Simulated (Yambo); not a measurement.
G0W0@LDA for CdSe (zinc blende, space group F-43m, No. 216) in Yambo. Reference settings: 4×4×4 Γ-centred k mesh, bands 10 to 113 and a 8 Ry block in the screening, 113 bands in G with the Bruneval-Gonze terminator, plasmon pole fitted at 27.2 eV. The LDA gap Γ → Γ on this mesh is 0.40 eV; G0W0 gaps are taken between the same points.

```csv
change from the reference,G0W0 gap Γ → Γ (eV),shift of the valence edge (eV)
reference settings,1.82,-1.00
"32 bands in W, 32 bands in G, 6 Ry block",1.95,-0.64
"89 bands in W, 89 bands in G",1.82,-0.96
"45 bands in W, 45 bands in G, 3 Ry block",1.79,-0.71
"65 bands in W, 65 bands in G, 6 Ry block",1.80,-0.86
"89 bands in W, 89 bands in G, 5 Ry block",1.76,-0.89
"32 bands in W, 32 bands in G, 3 Ry block",1.91,-0.62
2 Ry block,[?],-0.76
```

Problem. Estimate the withheld gaps from the other rows; the computed values follow.

Solution. 
- 2 Ry block, G0W0 gap Γ → Γ (eV): 1.65

The reference isn't shown to be the converged limit.

The standard potential for Se keeps a d shell in the valence without the s and p states of that shell. In tests on such compounds this moved G0W0 gaps by up to about 0.9 eV, so absolute quasiparticle energies here are unreliable; differences between settings are what counts.

Spin-orbit coupling is not included.

Geometry relaxed with LDA; primitive cell a = b = c = 4.250 Å, α = β = γ = 60.00°.

A shift is the quasiparticle energy of the state minus its LDA energy.
